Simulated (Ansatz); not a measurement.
Cd (hcp, Mg type)

```
CELL_PARAMETERS angstrom
      5.92405     0.00000     0.00000
     -1.48101     2.56519     0.00000
      0.00000     0.00000     5.79795
ATOMIC_POSITIONS crystal
  Cd 0.16667 0.66667 0.75000
  Cd 0.66667 0.66667 0.75000
  Cd 0.33333 0.33333 0.25000
  Cd 0.83333 0.33333 0.25000
```

A phonon eigenvector at M = (0.5, 0.0, 0.0) is frozen into this cell: atom i moves by Q times the vector below, so Q is the largest atomic displacement, in Å. The cell is held. (q is in reciprocal vectors of the primitive cell; the cell shown is doubled to hold the pattern.)

```csv
atom,x,y,z
Cd1,0.866,0.500,0.000
Cd2,-0.866,-0.500,0.000
Cd3,0.866,0.500,0.000
Cd4,-0.866,-0.500,0.000
```

All values below come from r2SCAN (plane waves to 500 eV, PAW, scalar-relativistic; Ansatz, a program for electronic structure). k mesh 9×18×8 (Γ-centred), Fermi-Dirac smearing 0.05 eV. The energy includes the smearing's −TS. With partly filled bands, energies and forces of such displacements shift with the k mesh and the smearing. Cd was relaxed with its symmetry unable to fall. The zero of ΔE is the undisplaced structure. The last digit holds for this mesh only.

```json
[
 {"Q (Å)": "-0.180", "ΔE (meV/cell)": "696.9"},
 {"Q (Å)": "-0.150", "ΔE (meV/cell)": "470.8"},
 {"Q (Å)": "-0.120", "ΔE (meV/cell)": "withheld"},
 {"Q (Å)": "-0.090", "ΔE (meV/cell)": "162.5"},
 {"Q (Å)": "-0.060", "ΔE (meV/cell)": "71.1"},
 {"Q (Å)": "-0.030", "ΔE (meV/cell)": "17.6"},
 {"Q (Å)": "0.000", "ΔE (meV/cell)": "0.0"},
 {"Q (Å)": "0.030", "ΔE (meV/cell)": "17.6"},
 {"Q (Å)": "0.060", "ΔE (meV/cell)": "71.1"},
 {"Q (Å)": "0.090", "ΔE (meV/cell)": "162.5"},
 {"Q (Å)": "0.120", "ΔE (meV/cell)": "withheld"},
 {"Q (Å)": "0.150", "ΔE (meV/cell)": "470.8"},
 {"Q (Å)": "0.180", "ΔE (meV/cell)": "696.9"}
]
```

Problem. Fit an even polynomial form (powers 2, 4) to the given rows and predict ΔE at Q = 0.120.

Solution. Least squares on the 11 given rows: ΔE = (19580)·Q² + (59590)·Q⁴, in meV/cell with Q in Å; root-mean-square residual 0.08 meV/cell. At 0.120 the fit gives 294.3 meV/cell; the calculation gives 294.4 meV/cell, so the interpolation is off by -0.1 (-0.0 %). The quadratic term alone would give 282.0 meV/cell.

(For displaced atoms, the force is minus the slope of the energy, and its curvature is a force constant, which sets phonon frequencies.)
